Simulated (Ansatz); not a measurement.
**InSe at a changed volume: ¹¹³In nuclear quadrupole resonance**

Cell: an entry of the Crystallography Open Database (COD), relaxed with PBE at fixed cell and then changed (volume scaled by 0.98, ions relaxed).

```cif
data_InSe
_symmetry_space_group_name_H-M 'P6_3/mmc'
_symmetry_Int_Tables_number 194
_cell_length_a 4.0228
_cell_length_b 4.0228
_cell_length_c 16.8164
_cell_angle_alpha 90.000
_cell_angle_beta 90.000
_cell_angle_gamma 120.000
loop_
_atom_site_label
_atom_site_type_symbol
_atom_site_symmetry_multiplicity
_atom_site_Wyckoff_symbol
_atom_site_fract_x
_atom_site_fract_y
_atom_site_fract_z
In In 4 f 0.3333 0.6667 0.1669
Se Se 4 f 0.3333 0.6667 0.5903
```

One atom of each set is listed.

Level of theory: DFT, PBE, plane waves and PAW, scalar-relativistic, 420 eV cutoff, Γ-centred 13×13×3 k-points, Fermi–Dirac smearing 0.05 eV (Ansatz 0.2.0).

¹¹³In: I = 9/2, Q = 761.0 mb (year-2017 value). Static lattice, zero field.

Task: The simulated lines lie at 8.42, 16.8, 25.3, 33.7 MHz. What are |C_Q|, η and |V_zz| at In?

Result: For I = 9/2 and η = 0 the lines are |C_Q|/24 times 1, 2, 3 and 4; η shifts the lowest up most. Here |C_Q| = 202 MHz, η = 0.00 and |V_zz| = 10.98 × 10²¹ V/m². The calculation gives V_zz negative; the lines don't show the sign. The site has 3 Se at 2.66 Å; also 1 In at 2.79 Å.

An axis of threefold or higher order runs through In, so V_zz lies along it and η is zero.

Without spin–orbit coupling (the program notes it for In) the gradients can shift somewhat, as the gap is small. With a gap of 0.4 eV on this mesh, the gradients can still move by some per cent as the k-mesh gets denser.
